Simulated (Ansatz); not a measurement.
**FePt: zone-centre modes**

Theory: DFT PBE, scalar-relativistic, plane waves, PAW in Ansatz. Settings: 420 eV plane-wave cutoff, Γ-centred 20×20×14 mesh, Gaussian smearing of 0.20 eV. Collinear spin, site moments 3.0, 0.4 μB. Phonons by linear response, acoustic sum rule imposed.

The cell, relaxed at this level:
```xyz
2
Lattice="2.7305 0.0000 0.0000 0.0000 2.7305 0.0000 0.0000 0.0000 3.7638" Properties=species:S:1:pos:R:3 pbc="T T T"
Fe    1.3653    1.3653    1.8819
Pt    0.0000    0.0000    0.0000
```

The cell has the CuAu (L1_0) type, in a space group that the Crystallography Open Database lists for this formula; it was reached from a generator's guess. In a metal, frequencies depend on the k mesh and the smearing, soft modes most. Spin–orbit coupling is left out, which matters for heavy elements.

Optical modes at Γ:
```tsv
frequency (THz)	degeneracy
4.69	2
6.77	1
```

All 3 optical modes at Γ are real: no displacement of atoms at fixed cell lowers the energy to second order. Strains and modes at other wave vectors aren't tested by this run.
